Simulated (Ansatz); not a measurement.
ZnCdO2:
```xyz
4
Lattice="3.3805 0.0000 0.0000 -1.6903 2.9276 0.0000 0.0000 0.0000 5.6230" Properties=species:S:1:pos:R:3 pbc="T T T"
Zn     0.0000     0.0000     5.6031
Cd     1.6903     0.9759     2.7508
O      1.6903     0.9759     0.5523
O      0.0000     0.0000     3.6669
```

Relaxed with r²SCAN.

Map the valence electron density (e/Å³), cut off at 2 on the plane through (0.000, 0.000, 0.996) spanned by u = [0, 0, 1] and v = [1, -1, 0] in lattice vectors, from r²SCAN in the plane-wave PAW code Ansatz.

x is the fraction of u, y of v (the angle between them is 90°; rows are the nearest grid lines); atoms in the plane: Zn at (0.00, 0.00), Cd at (0.49, 0.67), O at (0.10, 0.67), O at (0.66, 0.00).
```
y \ x   0.000  0.107  0.179  0.286  0.357  0.464  0.536  0.643  0.714  0.821  0.893   1.00
------  -----  -----  -----  -----  -----  -----  -----  -----  -----  -----  -----  -----
1.00     2.00   2.00  0.257  0.045  0.046  0.237   1.31   2.00   2.00  0.665   1.95   2.00
0.931    2.00  0.957  0.195  0.049  0.053  0.208  0.836   2.00   2.00  0.453  0.950   2.00
0.862   0.670  0.395  0.202  0.081  0.109  0.296  0.453  0.802  0.561  0.183  0.257  0.670
0.759   0.852   2.00   1.25  0.280  0.805   2.00   2.00  0.555  0.136  0.056  0.115  0.852
0.690    2.00   2.00   2.00  0.465   2.00   2.00   2.00   1.31  0.159  0.048  0.138   2.00
0.621    1.61   2.00   2.00  0.417   1.75   2.00   2.00   1.07  0.147  0.047  0.129   1.61
0.552   0.523   1.31  0.729  0.213  0.513   2.00   2.00  0.352  0.095  0.042  0.086  0.523
0.448   0.085  0.108  0.079  0.051  0.073  0.148  0.140  0.073  0.044  0.029  0.039  0.085
0.379   0.038  0.038  0.030  0.024  0.032  0.050  0.052  0.038  0.028  0.021  0.025  0.038
0.310   0.033  0.032  0.026  0.022  0.028  0.042  0.044  0.034  0.025  0.019  0.023  0.033
0.241   0.065  0.056  0.039  0.028  0.037  0.062  0.074  0.073  0.055  0.035  0.043  0.065
0.138   0.635  0.249  0.098  0.040  0.047  0.124  0.293  0.713  0.526  0.180  0.255  0.635
0.0690   2.00  0.955  0.186  0.044  0.047  0.196  0.815   2.00   2.00  0.452  0.958   2.00
0.000    2.00   2.00  0.257  0.045  0.046  0.237   1.31   2.00   2.00  0.665   1.95   2.00
```

The density is the valence pseudo-density with augmentation charge, so density and ELF within about 1 Å of a nucleus are not all-electron values.

Space group P3m1. The first step of the workflow began from a Materials Project structure, measured or hypothetical; the Crystallography Open Database copy checked does not list it. Whether it is the stable phase at ambient conditions was not checked. Symmetry was held in the r²SCAN relaxation; of distortions, only those at the zone centre were tested.

Potentials: the later of the program's two PAW sets.
